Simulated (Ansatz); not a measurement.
One crystal and one scan (frozen-phonon scan) at two levels, PBE (plane waves to 420 eV, PAW, scalar-relativistic; Ansatz, a first-principles code) and r2SCAN (plane waves to 500 eV, PAW, scalar-relativistic; Ansatz), each from its own relaxed cell and on its own mesh. The cell shown is that of PBE.

Starting cell, Ti (hcp, Mg type):

```yaml
crystal:
  lattice:
    - [5.87827, 0.00000, 0.00000]
    - [-1.46957, 2.54537, 0.00000]
    - [2.93914, 0.00000, 4.65010]
  atoms:
    - { symbol: Ti, position: [0.79167, 0.66667, 0.75000] }
    - { symbol: Ti, position: [0.29167, 0.66667, 0.75000] }
    - { symbol: Ti, position: [0.20833, 0.33333, 0.25000] }
    - { symbol: Ti, position: [0.70833, 0.33333, 0.25000] }
```

The atoms are displaced by Q × the pattern below (from a DFPT mode at L = (0.5, 0.0, 0.5), largest move 1; Q in Å), at fixed cell. It is one choice among 2 degenerate patterns. (q is in reciprocal vectors of the primitive cell; the cell shown is doubled to hold the pattern.)

| atom | x | y | z |
|---|---|---|---|
| Ti1 | 0.835 | 0.482 | 0.000 |
| Ti2 | -0.835 | -0.482 | 0.000 |
| Ti3 | 0.000 | 0.000 | 1.000 |
| Ti4 | 0.000 | 0.000 | -1.000 |

Ti is run without spin polarisation. Ti was relaxed with its symmetry unable to fall. With partly filled bands, energies and forces of such displacements shift with the k mesh and the smearing. Percentages come from the unrounded values.

Results of PBE:

| Property | Value |
|---|---|
| Lattice constant a (Å) | 2.939 |
| Lattice constant c (Å) | 4.650 |
| Relaxed volume (Å³/atom) | 17.39 |
| Harmonic wavenumber from the curvature (finite differences) (cm⁻¹ (negative: imaginary)) | 270 |
| Shape of the curve | a single well with its minimum at or next to zero displacement |

**Question.** What does r2SCAN give for the same quantities?

**Answer.** 
| quantity | r2SCAN | PBE − r2SCAN |
|---|---|---|
| Lattice constant a (Å) | 2.936 | +0.003 (+0.1 %) |
| Lattice constant c (Å) | 4.636 | +0.014 (+0.3 %) |
| Relaxed volume (Å³/atom) | 17.30 | +0.09 (+0.5 %) |
| Harmonic wavenumber from the curvature (finite differences) (cm⁻¹ (negative: imaginary)) | 288 | -18 (-6 %) |

PBE gives the higher value for: lattice constant c. PBE gives the lower value for: harmonic wavenumber from the curvature. They agree on: lattice constant a (within 0.2 %); relaxed volume (within 0.6 %). Both give the same shape of the curve: a single well with its minimum at or next to zero displacement.

(A displaced cell: forces are minus the slopes of the energy, force constants its curvatures, and phonons follow from these.)
